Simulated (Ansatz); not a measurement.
## Turning moments in Gd

The cell (4 atoms) is Gd as an unrelaxed test cell, picked because its SCF is hard.

```
CELL_PARAMETERS angstrom
3.63000 0.00000 0.00000
-1.81500 3.14367 0.00000
0.00000 0.00000 11.56000
ATOMIC_POSITIONS crystal
Gd 0.33333 0.66667 0.12500
Gd 0.66667 0.33333 0.37500
Gd 0.33333 0.66667 0.62500
Gd 0.66667 0.33333 0.87500
```

Atoms are numbered from 1 in the order listed.

The calculation used DFT, PBE, PAW (an earlier, harder data set), plane waves, scalar-relativistic (Ansatz).

| Setting | Value |
| --- | --- |
| Plane-wave cutoff | 640 eV |
| k-point mesh | 4×4×2 (Γ-centred) |
| Occupations | Fermi–Dirac smearing, 0.1 eV |
| Valence electrons | 72 |

Spins are non-collinear; moments are vectors (x, y, z) in μB. Without spin–orbit coupling a common rotation of all moments costs nothing, so only their relative directions matter.

Default search: extra SCF cycles where an unstable direction or a doubtful shell filling shows. With a search on, the program may also reshape the start on open shells.

With 2 runs in all, an end need not be the lowest state of the cell.

Q: Start Gd1 (7.00, 0.00, 0.00), Gd2 (3.50, 6.06, 0.00), Gd3 (-3.50, 6.06, 0.00), Gd4 (-7.00, 0.00, 0.00); default search for lower states. What happens?

A: Not converged after 100 iterations. The residual is still falling at the end, but too slowly: by 7.3 decades in 100 iterations (from 7.9e+01 to 4.0e-06 eV); the run has run out of iterations.
